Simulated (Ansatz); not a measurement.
Input file for Ansatz (a quantum-chemistry and plane-wave program):

Ansatz 0.2 input:
```yaml
crystal:
  lattice:
    - [2.736921018, 1.5801620865, 4.3922152395]
    - [-2.736921018, 1.5801620865, 4.3922152395]
    - [0.0, -3.160324173, 4.3922152395]
  atoms:
    - { symbol: La, position: [0.7507435168, 0.7507435168, 0.7507435168] }
    - { symbol: La, position: [0.2492564832, 0.2492564832, 0.2492564832] }
    - { symbol: Mg, position: [0.5, 0.5, 0.5] }
    - { symbol: Ni, position: [0.0, 0.0, 0.0] }
    - { symbol: O, position: [0.7626666626, 0.2902821411, 0.1894194052] }
    - { symbol: O, position: [0.2373333374, 0.7097178589, 0.8105805948] }
    - { symbol: O, position: [0.1894194052, 0.7626666626, 0.2902821411] }
    - { symbol: O, position: [0.8105805948, 0.2373333374, 0.7097178589] }
    - { symbol: O, position: [0.2902821411, 0.1894194052, 0.7626666626] }
    - { symbol: O, position: [0.7097178589, 0.8105805948, 0.2373333374] }
kpoints:
  mp_grid: { grid: [6, 6, 6] }
hamiltonian:
  xc: r2scan
  pseudopotentials: { kind: paw }
scf:
  occupations: { method: fixed }
checkpoint: { read: static.run }
output: { write_density: true, elf: true, volumetric_format: npy }
basis: { fft_grid_basis: typed }
```

Output (shortened):

```
Pseudopotential: La, paw, valence charge 11
Pseudopotential: Mg, paw, valence charge 10
Pseudopotential: Ni, paw, valence charge 18
Pseudopotential: O, paw, valence charge 6
Functional definition: r2SCAN
Crystal: 10 atoms, lattice volume = 113.972 Å³
Basis set: ecut = 500 eV, 2855 PW (Γ), exchange–correlation on 160×160×160 points (64 copies of the dense FFT grid, shifted against one another)
Bands: 53, of which v1, the nominal top of the filled ones, is band 43 counted from 1 (42 counted from 0)
Symmetry: 6 space group operations
Space group: R-3 (ITA 148), of the structure as read, at distance tolerance 4.8e-5 Å
k-points: 40 of 216
Stability of the state it starts from, as read at its close in the unpolarized treatment …
iter 1 solved again at ethr=1.91e-8 eV; its pass at ethr=3.10e-3 eV (dr2=1.64e-5 eV) is discarded
SCF iter   1: F=—  HF=-23725.206177 eV  |F-HF|=—  |Δ(HF+E_count)|=         —  Δρ=6.58e-7  dr2=2.52e-10  dr2_τ=2.47e-11  ethr=1.91e-8  ⟨swp⟩=4.0  Hψ=12857  notcnv=0  defer=320
preconditioner: auto → Resta (q_TF=auto, 2.603 Å⁻¹)
SCF iter   2: F=-23725.206177 eV  HF=-23725.206177 eV  |F-HF|=3.97e-10  |Δ(HF+E_count)|=   2.13e-8  Δρ=7.01e-7  dr2=4.06e-10  dr2_τ=2.85e-11  ethr=1.00e-12  ⟨swp⟩=12.9  Hψ=10937  notcnv=0
SCF 1 converged in 2 iterations: F = -23725.206177 eV  dr2 = 4.06e-10
SCF converged after 2 iterations
Free energy (F): -23725.206177 eV
Harris-Foulkes:  -23725.206177 eV  (|F-HF|=3.97e-10)
Internal energy: -23725.206177 eV  (E = F + TS)
E sigma→0 (E₀):  -23725.206177 eV
Fermi energy:    11.071032 eV
--- Per-component energies (eV) ---
  E_band       = -653.685003
  E_kinetic    = 1801.179436
  E_local      = -8604.808333  (includes V_loc(G=0)·N_el)
  E_nonlocal   = 1196.177311
  E_hartree    = 3465.457513
  E_xc         = -818.295375
  E_vxc        = -1120.647125  (∫ρ·V_xc dr)
  E_paw        = -13761.922367  (= ΣΔE_a)
  E_vpaw       = -924.356717  (= ΣTr[D̂ρ^β])
  E_aug_tail   = 0.005996  (compensation charges beyond the density's cutoff)
  E_vtau       = 67.850592  (kinetic-family band-sum trace: ∫τ·v_τ [+ j·A + Jᵃ·Aᵃ] dr)
  E_ewald      = -7002.619462
  E_core_change = -0.380897  (= ΣΔE_core)
  E_smearing   =  0.000000  (= −TS)
  E_closure    =  0.000000  (closes the sum)
  Σ components = -23725.206177   (vs F -23725.206177, Δ=0.00e0)
  [band-id]    e_kinetic+e_local+e_nonlocal+2·e_hartree+e_vxc+e_vpaw+e_augmentation_tail+e_vtau = -653.683813   (vs E_band -653.685003, Δ=1.19e-3)
--- Band table (eV; the first three rows and the last of 40) ---
  k-point 0: bands = ["-96.6194", "-64.1084", "-55.5007", "-55.5007", "-55.4845", "-29.2430", "-29.2329", "-29.2329", "-19.9180", "-19.7008", "-7.4397", "-6.5282", "-6.5282", "-6.3283", "-6.3283", "-6.3111", "-3.5764", "-3.2317", "-3.2317", "-3.0199", …
  k-point 1: bands = ["-96.6194", "-64.1084", "-55.5008", "-55.5008", "-55.4845", "-29.2430", "-29.2329", "-29.2329", "-19.9014", "-19.7134", "-7.5169", "-6.7466", "-6.5290", "-6.4253", "-6.3130", "-6.2239", "-3.4789", "-3.2515", "-3.0217", "-2.9007", …
  k-point 2: bands = ["-96.6194", "-64.1084", "-55.5008", "-55.5008", "-55.4845", "-29.2430", "-29.2330", "-29.2329", "-19.8576", "-19.7492", "-7.6275", "-7.0980", "-6.5543", "-6.5056", "-6.2905", "-6.2166", "-3.2929", "-3.1869", "-2.7831", "-2.7402", …
  k-point 39: bands = ["-96.6194", "-64.1084", "-55.5008", "-55.5008", "-55.4845", "-29.2431", "-29.2329", "-29.2329", "-19.8052", "-19.7961", "-7.5335", "-7.1128", "-6.5653", "-6.5653", "-6.5103", "-6.5103", "-2.8411", "-2.8411", "-2.7781", "-2.7781", …
```

Cost: around 17 core-seconds (rough) on shared cores.

The first step of the workflow began from a Materials Project structure, measured or hypothetical; the Crystallography Open Database copy checked does not list it. With Mg and Ni taken as one species the cell has the higher symmetry R-3c, so it may be an ordered model of a mixed-site phase. Its standing as an ambient phase is unchecked. Symmetry was held in the r²SCAN relaxation; whether a distortion lowers the energy is not shown. The run is not spin-polarised. No Hubbard U is applied. Scalar-relativistic: spin–orbit coupling is off unless named, which matters more the heavier the elements.

Potentials: the later of the program's two PAW sets.

Ansatz is a plane-wave DFT program.
